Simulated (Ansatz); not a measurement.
An element in the sc structure gives these cold pressures by all-electron LAPW under PBEsol (Ansatz 0.2.0, scalar-relativistic, no spin polarisation).

```csv
V (Å³/atom),P (GPa)
26.95,0.00
25.60,1.35
22.91,5.30
20.21,11.88
17.52,23.2
14.82,43.6
12.13,83.7
10.78,118.2
```

(1) Which element is it?

## Answers

(1) Mg. Its zero-pressure volume in this structure is near 27.0 Å³/atom; the volume and the steepness of P(V) together point to it, though neighbours can come close. This is the case that was computed; others weren't tested.
